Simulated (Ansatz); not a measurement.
## CuSn: pressure against volume

A database entry relaxed whole under r2SCAN (P6_3/mmc):

```
CELL_PARAMETERS angstrom
4.13889 0.00000 0.00000
-2.06945 3.58439 0.00000
0.00000 0.00000 5.02267
ATOMIC_POSITIONS crystal
Cu 0.00000 0.00000 0.00000
Cu 0.00000 0.00000 0.50000
Sn 0.33333 0.66667 0.25000
Sn 0.66667 0.33333 0.75000
```

The cell was scaled uniformly, its shape held, and the atoms relaxed at each volume with plane-wave PAW DFT (Ansatz 0.2.0; r2SCAN, 500 eV, 9×9×7 Γ-centred mesh, fermi-dirac occupations of width 0.100 eV; no spin, no spin-orbit coupling). One row is withheld.

```tsv
volume (Å³/atom)	energy over the lowest (meV/atom)	pressure (GPa)
17.511	21.0	6.44
17.883	8.8	4.02
18.256	?	?
18.628	0.0	-0.04
19.001	2.2	-1.74
19.373	8.2	-3.24
19.746	17.4	-4.56
```

Question: Fit the pressures of the other rows to the third-order Birch-Murnaghan form.

Answer: With f = [(V₀/V)^(2/3) − 1]/2 and P = 3B₀f(1 + 2f)^(5/2)[1 + 3(B₀′ − 4)f/2], least squares gives V₀ = 18.62 Å³ an atom, B₀ = 90 GPa and B₀′ = 5.0; the rows miss the fit by less than 0.01 GPa. The slope of the energies differs from these pressures by 0.09 GPa, since they are taken to zero smearing while pressures follow the free energy.

Question: What does the withheld row hold?

Answer: The fit gives 1.86 GPa at 18.256 Å³; the run gave 1.87 GPa and 2.0 meV an atom.

Caveats: the shape of the cell was held, so B₀ is an upper bound where the axes differ in stiffness; 0 K, fixed nuclei; the symmetry was kept, and this need not be the phase that is stable at 0 K; one mesh for all volumes; pressure is positive in compression.
